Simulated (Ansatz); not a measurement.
V₂O₃ (corundum, space group No. 167) at seven volumes, PBEsol in the plane-wave PAW code Ansatz, shape and atoms relaxed at each. One row is withheld.

```tsv
V (Å³/atom)	P (GPa)
8.527	28.40
8.808	?
9.090	8.19
9.371	0.00
9.652	-6.99
9.933	-12.92
10.214	-17.93
```

Question: Fit the shown pressures and predict the withheld one.

Answer: Third-order Birch–Murnaghan: P = (3/2)B₀(x^(7/2) − x^(5/2))[1 + (3/4)(B′ − 4)(x − 1)] with x = (V₀/V)^(2/3). Least squares on the six rows gives V₀ = 9.372 Å³/atom, B₀ = 248.8 GPa, B′ = 4.03. At V = 8.808, x = 1.0422 and P = 17.50 GPa. The run itself gave 17.60 GPa.

Space group R-3c (corundum). The PBEsol relaxation kept the symmetry of its start. Spin order of the final state: ferromagnetic, chosen from 5 collinear starts compared on coarse meshes (ties went to the first, and starts can fall back to one state), not a proven ground state. No Hubbard U is applied.

Potentials: the earlier of the program's two PAW sets. The files were generated under PBE; for other functionals the program regenerates the frozen cores, and for LDA and PBEsol the local potential too.
